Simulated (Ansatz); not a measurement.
Geometry optimisation in Ansatz: input, command and trajectory.

```yaml
crystal:
  lattice:
    - [0.0, 3.046897253, 3.046897253]
    - [3.046897253, 0.0, 3.046897253]
    - [3.046897253, 3.046897253, 0.0]
  atoms:
    - { symbol: Mg, position: [0.25, 0.25, 0.25] }
    - { symbol: Mg, position: [0.75, 0.75, 0.75] }
    - { symbol: Fe, position: [0.0, 0.0, 0.0] }
    - { symbol: H, position: [0.7517530296, 0.2482469704, 0.2482469704] }
    - { symbol: H, position: [0.2482469704, 0.7517530296, 0.2482469704] }
    - { symbol: H, position: [0.2482469704, 0.7517530296, 0.7517530296] }
    - { symbol: H, position: [0.7517530296, 0.2482469704, 0.7517530296] }
    - { symbol: H, position: [0.2482469704, 0.2482469704, 0.7517530296] }
    - { symbol: H, position: [0.7517530296, 0.7517530296, 0.2482469704] }
basis:
  ecutwfc: 500
kpoints:
  mp_grid: { grid: [8, 8, 8] }
hamiltonian:
  xc: r2scan
scf:
  occupations: { method: gaussian, width: 0.02 }
output:
  forces: true
  stress: true
  eigenvalues: true
relax:
  adjacent_minimum: "off"
  f_tol: 0.01
  max_steps: 30
```

```bash
ansatz run input.yaml --threads 2 --pin off --max-ram 5120MiB --backend cpu --events-out ev --progress --plain --runs-dir out
```

Level of theory: DFT r2SCAN, scalar-relativistic, plane waves, PAW in Ansatz 0.2.0.

The volume is held at 0.88 times that of the relaxed cell.

Of 4 frames 3 are shown, positions in Å and forces in eV/Å; the SCF threshold varies from step to step. Spin polarisation was left out; whether the Fe atoms would carry moments isn't shown by this run.

```xyz
9
Lattice="0.0000 3.0469 3.0469 3.0469 0.0000 3.0469 3.0469 3.0469 0.0000" Properties=species:S:1:pos:R:3:forces:R:3 pbc="T T T" step=1 free_energy_over_end_meV_per_atom=0.71
Mg    1.5234    1.5234    1.5234    0.0000    0.0000    0.0000
Mg    4.5703    4.5703    4.5703    0.0000    0.0000    0.0000
Fe    0.0000    0.0000    0.0000    0.0000    0.0000    0.0000
H     1.5128    3.0469    3.0469    0.1869    0.0000    0.0000
H     3.0469    1.5128    3.0469    0.0000    0.1869    0.0000
H     4.5810    3.0469    3.0469   -0.1869    0.0000    0.0000
H     3.0469    4.5810    3.0469    0.0000   -0.1869    0.0000
H     3.0469    3.0469    1.5128    0.0000    0.0000    0.1869
H     3.0469    3.0469    4.5810    0.0000    0.0000   -0.1869
9
Lattice="0.0000 3.0469 3.0469 3.0469 0.0000 3.0469 3.0469 3.0469 0.0000" Properties=species:S:1:pos:R:3:forces:R:3 pbc="T T T" step=2 free_energy_over_end_meV_per_atom=0.05
Mg    1.5234    1.5234    1.5234    0.0000    0.0000    0.0000
Mg    4.5703    4.5703    4.5703    0.0000    0.0000    0.0000
Fe    0.0000    0.0000    0.0000    0.0000    0.0000    0.0000
H     1.5212    3.0469    3.0469    0.0481    0.0000    0.0000
H     3.0469    1.5212    3.0469    0.0000    0.0481    0.0000
H     4.5726    3.0469    3.0469   -0.0481    0.0000    0.0000
H     3.0469    4.5726    3.0469    0.0000   -0.0481    0.0000
H     3.0469    3.0469    1.5212    0.0000    0.0000    0.0481
H     3.0469    3.0469    4.5726    0.0000    0.0000   -0.0481
9
Lattice="0.0000 3.0469 3.0469 3.0469 0.0000 3.0469 3.0469 3.0469 0.0000" Properties=species:S:1:pos:R:3:forces:R:3 pbc="T T T" step=4 free_energy_over_end_meV_per_atom=0.00
Mg    1.5234    1.5234    1.5234    0.0000    0.0000    0.0000
Mg    4.5703    4.5703    4.5703    0.0000    0.0000    0.0000
Fe    0.0000    0.0000    0.0000    0.0000    0.0000    0.0000
H     1.5242    3.0469    3.0469    0.0003    0.0000    0.0000
H     3.0469    1.5242    3.0469    0.0000    0.0003    0.0000
H     4.5696    3.0469    3.0469   -0.0003    0.0000    0.0000
H     3.0469    4.5696    3.0469    0.0000   -0.0003    0.0000
H     3.0469    3.0469    1.5242    0.0000    0.0000    0.0003
H     3.0469    3.0469    4.5696    0.0000    0.0000   -0.0003
```

The run took 14 s on 2 threads of Intel(R) Xeon(R) 6975P-C (Granite Rapids), with other jobs on the host, peak memory 0.55 GiB.